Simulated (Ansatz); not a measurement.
Consider the following.

Cd$_{3}$As$_{2}$:
```
CELL_PARAMETERS angstrom
      6.33243     0.00000     0.00000
      0.00000     6.33243     0.00000
      0.00000     0.00000     6.33243
ATOMIC_POSITIONS crystal
  Cd 0.50000 0.00000 0.50000
  Cd 0.50000 0.00000 0.00000
  Cd 0.50000 0.50000 0.00000
  Cd 0.00000 0.50000 0.00000
  Cd 0.00000 0.50000 0.50000
  Cd 0.00000 0.00000 0.50000
  As 0.25000 0.75000 0.75000
  As 0.75000 0.75000 0.25000
  As 0.75000 0.25000 0.75000
  As 0.25000 0.25000 0.25000
```

This is the PBEsol-relaxed structure.

### Question
All from PBEsol in the plane-wave PAW code Ansatz, unless another level is named. Estimate the Poisson's ratio.

### Answer
0.38.

### Question
Next, the elastic constants (relaxed ions, GPa)?

### Answer
C11 = 68.9, C12 = 46.8, C44 = 15.7.

### Question
And the highest zone-centre frequency?

### Answer
174 cm⁻¹.

Space group Pn-3m. The first step of the workflow began from a Materials Project structure, measured or hypothetical; the Crystallography Open Database copy checked does not list it. COD files the formula under space group No. 142, so this cell is another polymorph or a model. Whether it is the stable phase at ambient conditions was not checked. The cell was relaxed with PBEsol under the symmetry of its start; of distortions, only those at the zone centre were tested, and some modes there are weakly imaginary. As this level gives no gap, shear constants depend on the k-mesh and smearing (Fermi–Dirac, 0.1 eV here). As this level gives no gap, phonon frequencies hold no LO–TO term and depend on the k-mesh and smearing (Fermi–Dirac, 0.1 eV here).

Potentials: the later of the program's two PAW sets.
